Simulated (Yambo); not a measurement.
G0W0@LDA for K₂LiScF₆ (space group Fm-3m, No. 225) in Yambo. Reference settings: 2×2×2 Γ-centred k mesh, bands 2 to 216 and a 7 Ry block in the screening, 216 bands in G with the Bruneval-Gonze terminator, plasmon pole fitted at 27.2 eV. The LDA gap Γ → Γ on this mesh is 6.75 eV; G0W0 gaps are taken between the same points.

With and without the terminator, as bands are cut:

```csv
bands in G (in W),"gap, terminator (eV)","gap, none (eV)","valence shift, terminator (eV)","valence shift, none (eV)"
62 (62),12.758,13.211,-2.312,-2.074
89 (89),12.311,12.680,-2.178,-1.915
125 (125),12.175,12.469,-2.211,-1.951
170 (170),12.119,12.331,-2.245,-2.013
216 (216),12.081,12.230,-2.270,-2.063
```

Over this range the gap spans 0.677 eV with the terminator and 0.981 eV without, the valence shift 0.134 eV and 0.159 eV. Neither column has reached its limit for certain.

Geometry of the Materials Project entry, not relaxed at this level; primitive cell a = b = c = 5.862 Å, α = β = γ = 60.00°.

The structure is a Materials Project entry; no match was found in the copy of COD used, and its stability was not checked.

A shift is the quasiparticle energy of the state minus its LDA energy.
